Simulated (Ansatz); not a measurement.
An inverse problem

Cell vectors (Å):

```
 3.7693  0.0000  0.0000
-1.8847  3.2643  0.0000
 0.0000  0.0000  6.2319
```

```
atom       a       b       c
   X  0.3333  0.6667  0.2500
   X  0.6667  0.3333  0.7500
```

Computed with LDA, PAW on Ansatz 0.2.0's default frozen-core files (fitted under PBE), scalar-relativistic. k mesh 14×14×8, strains of ±0.008, Fermi-Dirac smearing of 0.050 eV.

Elastic constants of a crystal by Kohn-Sham DFT: slopes of the stress over finite engineering strains of the given cell, Voigt indices, Cartesian axes as in the cell vectors.

```csv
index,elastic (GPa)
11,33.8
12,15.9
13,7.1
33,46.5
44,8.8
```

Q: All X atoms are one element. Which one was computed?

A: Ca; the crystal is Ca (P6_3/mmc, a database entry that needn't be its stable phase).

Limits of these numbers: frozen-core PAW files fitted under PBE, their cores solved anew for the functional of the run; responses of metals move with mesh and smearing; elastic stability says nothing of phonons or of other phases.
